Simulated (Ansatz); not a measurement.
TiO₂ (space group Pbcn)

```yaml
crystal:
  lattice:
    - [4.54518, 0.00000, 0.00000]
    - [0.00000, 5.51367, 0.00000]
    - [0.00000, 0.00000, 4.89396]
  atoms:
    - { symbol: Ti, position: [0.50000, 0.67573, 0.75000] }
    - { symbol: Ti, position: [0.50000, 0.32427, 0.25000] }
    - { symbol: Ti, position: [0.00000, 0.82427, 0.25000] }
    - { symbol: Ti, position: [0.00000, 0.17573, 0.75000] }
    - { symbol: O, position: [0.72888, 0.61821, 0.08087] }
    - { symbol: O, position: [0.27112, 0.38179, 0.91913] }
    - { symbol: O, position: [0.77112, 0.88179, 0.58087] }
    - { symbol: O, position: [0.22888, 0.11821, 0.41913] }
    - { symbol: O, position: [0.22888, 0.88179, 0.91913] }
    - { symbol: O, position: [0.77112, 0.11821, 0.08087] }
    - { symbol: O, position: [0.27112, 0.61821, 0.41913] }
    - { symbol: O, position: [0.72888, 0.38179, 0.58087] }
```

The slice is a (001) plane (indices of the conventional cell) through the point (0.000, 0.176, 0.750) (fractional), spanned by u = [100] and v = [010] in vectors of this cell: u (4.55 Å) and v (5.51 Å, at 90° to u). It covers one period; positions are fractions (u, v).

All values below come from r2SCAN (plane waves to 500 eV, PAW, scalar-relativistic; Ansatz, a quantum-chemistry and plane-wave program). k mesh 6×5×6. Inside the PAW spheres the values are not all-electron values, and peaks at nuclei hang on which shells count as valence. TiO2 is run without spin polarisation. TiO2 was relaxed with its symmetry unable to fall.

Problem. Sketch the density of the highest valence band (whole band, smooth part) on this plane as a map.

Solution. 
```tsv
v \ u	0.00	0.18	0.35	0.53	0.71	0.88
0.90	0.002	0.001	0.001	0.000	0.001	0.002
0.80	0.001	0.004	0.002	0.001	0.002	0.004
0.70	0.003	0.021	0.002	0.002	0.005	0.015
0.60	0.002	0.015	0.004	0.003	0.008	0.010
0.50	0.000	0.003	0.008	0.001	0.005	0.002
0.40	0.000	0.001	0.002	0.002	0.001	0.001
0.30	0.001	0.002	0.004	0.002	0.004	0.002
0.20	0.002	0.002	0.019	0.004	0.019	0.001
0.10	0.003	0.006	0.013	0.002	0.015	0.002
0.00	0.001	0.007	0.003	0.000	0.004	0.007
```

Values: density of the highest valence band (whole band, smooth part) in e/Å³.
